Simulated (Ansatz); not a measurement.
## MoN₂: frozen-core PAW against all-electron methods

```
Mo N
1.0
     2.99139    0.00000    0.00000
    -1.49570    2.59062    0.00000
     0.00000    0.00000    5.52851
Mo N
1 2
Cartesian
  0.0000 0.0000 0.0000
  0.0000 1.7271 1.0538
  1.4957 0.8635 4.4747
```

Atom numbers follow the list: Mo1, N2, N3.

The structure comes from a relaxation in the same program, started in the CdI2 type, and has space group P-3m1. Whether it is a known phase or the ground state wasn't checked.

Levels of theory: DFT, PBE, PAW with Ansatz's default frozen-core files, scalar-relativistic (Ansatz 0.2.0); DFT, PBE, all-electron PAW with datasets made for the crystal, scalar-relativistic (Ansatz 0.2.0); DFT, PBE, all-electron LAPW, scalar-relativistic (Ansatz 0.2.0).

For PAW: a Γ-centred 14×14×8 k mesh, Fermi–Dirac smearing of 0.03 eV, cutoff 420 eV, no spin polarisation. The crystal-made all-electron datasets (AE datasets) take a cutoff of 400 eV at this cell. LAPW targets a basis error of 1 meV/atom. The Ansatz runs share mesh, smearing and spin set-up. Plane-wave (PAW) pressures include the program's estimate of the Pulay term.

Stress and pressure are positive in compression.

Spin–orbit coupling is left out, which moves gradients at and beside heavy atoms by some per cent and at worst by a factor of two.

In a metal, gradients converge slowly with the k mesh: the values move by tens of per cent from one mesh to another, at times in sign, so only the comparison on one mesh counts.

Levels count from the Fermi level.

```tsv
quantity	PAW	AE datasets	LAPW
pressure (GPa)	0.02	0.04	0.04
highest filled level at A (eV)	-0.104	-0.108	-0.108
highest filled level at M (eV)	-1.094	-1.096	-1.096
lowest empty level at M (eV)	0.786	0.787	0.787
highest filled level at H (eV)	-1.307	-1.305	-1.305
lowest empty level at H (eV)	0.432	0.431	0.431
field gradient Vzz at Mo1 (10²¹ V/m²)	-4.76	-4.39	–
field gradient Vzz at N2 (10²¹ V/m²)	0.87	0.90	–
```

PAW's pressure differs from the LAPW value by about 0.01 GPa or less.
